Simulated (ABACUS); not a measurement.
A self-consistent single point of CsPbBr3 (Pm-3m, 5 atoms in the cell; from Materials Project mp-600089, changed as shown).

```
CELL_PARAMETERS angstrom
      5.82966     0.00000     0.00000
      0.00000     5.82966     0.00000
      0.00000     0.00000     5.82966
ATOMIC_POSITIONS crystal
  Cs 0.00000 0.00000 0.00000
  Pb 0.50000 0.50000 0.50000
  Br 0.50000 0.50000 0.00000
  Br 0.00000 0.50000 0.50000
  Br 0.50000 0.00000 0.50000
```

Level of theory: PBE, numerical atomic orbitals DZP (confined pseudo-atomic orbitals with Gaussian additions; energy shift 0.01 Ry), PseudoDojo 0.5 standard norm-conserving PBE (tails mended) pseudopotentials run with ABACUS 3.10.1.

ABACUS settings:

basis: DZP numerical atomic orbitals, energy shift 0.01 Ry
KPT: Gamma 6 6 6 0 0 0
basis_type: lcao
dft_functional: PBE
ecutwfc: 100 Ry
smearing_method: fd
smearing_sigma: 0.000734986 Ry
potentials: PseudoDojo 0.5 standard norm-conserving PBE (tails mended)
symmetry: 1
symmetry_prec: 1e-05
ks_solver: genelpa
scf_nmax: 100
scf_thr: 1.0e-07
mixing_type: pulay

**Question.** Estimate, at this level of theory: gap on the k-point mesh and pressure.

**Answer.** The run gave:

- Gap on the k-point mesh = 1.41 eV
- Pressure = 0.78 GPa

The gap is read on the k-point mesh of the run and can differ from the gap over the whole zone at this level.

For comparison: a first run was changed to give this one (lattice scaled by 0.98), and from it to this one the free energy falls by 1.2 meV/atom, the pressure goes from -0.84 to 0.78 GPa and the gap on the mesh goes from 1.636 to 1.412 eV.

Spin-orbit coupling is left out, which matters for bands and gaps with elements this heavy. The atom-centred basis is finite, which shifts total energies, pressures and gaps against plane waves. The structure comes from a collection of computed structures, made at another level of theory; the collection holds predicted forms beside known ones.

Cost on one core: around 12 core-seconds (rough).

The atomic orbitals were generated for these runs; they are not ABACUS's published sets and were checked against plane waves on a few crystals only.

“Tails mended”: in these copies of the files the far tail of each local potential was reset to the Coulomb form.
